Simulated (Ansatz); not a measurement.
The relaxed structure here is a generated cell of SiNi: the first start was made by placing the elements on the sites of a structure type, and the end was not matched to a known phase here, so it may be hypothetical. Known forms of SiNi include space group No. 62.

A relaxed cell of SiNi (P6/mmm (No. 191)), relaxed on a k-mesh at least as fine as the one used below. Level of theory: PBEsol (plane waves to 420 eV, PAW, scalar-relativistic; Ansatz, a first-principles code). Γ-centred k-mesh 9×9×9 on the run's cell (coarser than for final values), Fermi–Dirac smearing 0.05 eV.

```
SiNi
1.0
    9.59017     0.00000     0.00000
   -2.39754     4.15267     0.00000
    4.79509     0.00000     3.78540
Ni Si
6 6
Direct
  0.25000   0.00000   0.00000
  0.75000   0.00000   0.00000
  0.25000   0.50000   0.00000
  0.75000   0.50000   0.00000
  0.00000   0.50000   0.00000
  0.50000   0.50000   0.00000
  0.00000   0.00000   0.00000
  0.50000   0.00000   0.00000
  0.91667   0.66667   0.50000
  0.41667   0.66667   0.50000
  0.08333   0.33333   0.50000
  0.58333   0.33333   0.50000
```

The atoms are displaced along an unstable phonon of this cell by (Å):

```csv
atom,ux,uy,uz
Ni1,0.000,0.000,0.000
Ni2,0.000,0.000,0.000
Ni3,0.000,0.000,0.000
Ni4,0.000,0.000,0.000
Ni5,0.000,0.000,-0.009
Ni6,0.000,0.000,0.009
Si7,0.000,0.000,0.150
Si8,0.000,0.000,-0.150
Si9,-0.004,-0.002,0.000
Si10,0.004,0.002,0.000
Si11,-0.004,-0.002,0.000
Si12,0.004,0.002,0.000
```

### Question
What forces (eV/Å) and pressure result?

### Answer
```json
[
 {"atom": "Ni1", "Fx": "0.00", "Fy": "0.00", "Fz": "0.00"},
 {"atom": "Ni2", "Fx": "0.00", "Fy": "0.00", "Fz": "0.00"},
 {"atom": "Ni3", "Fx": "0.00", "Fy": "0.00", "Fz": "0.00"},
 {"atom": "Ni4", "Fx": "0.00", "Fy": "0.00", "Fz": "0.00"},
 {"atom": "Ni5", "Fx": "0.00", "Fy": "0.00", "Fz": "-0.03"},
 {"atom": "Ni6", "Fx": "0.00", "Fy": "0.00", "Fz": "0.03"},
 {"atom": "Si7", "Fx": "0.00", "Fy": "0.00", "Fz": "0.39"},
 {"atom": "Si8", "Fx": "0.00", "Fy": "0.00", "Fz": "-0.39"},
 {"atom": "Si9", "Fx": "0.00", "Fy": "0.00", "Fz": "0.00"},
 {"atom": "Si10", "Fx": "0.01", "Fy": "0.00", "Fz": "0.00"},
 {"atom": "Si11", "Fx": "-0.01", "Fy": "0.00", "Fz": "0.00"},
 {"atom": "Si12", "Fx": "0.00", "Fy": "0.00", "Fz": "0.00"}
]
```

Pressure -0.3 GPa.

The undisplaced cell is probably no minimum: from this displacement the run went on to Immm (No. 71), 0.08 eV/atom below it.

No spin polarisation in the result: the starting moments vanished. A magnetic state may lie lower.
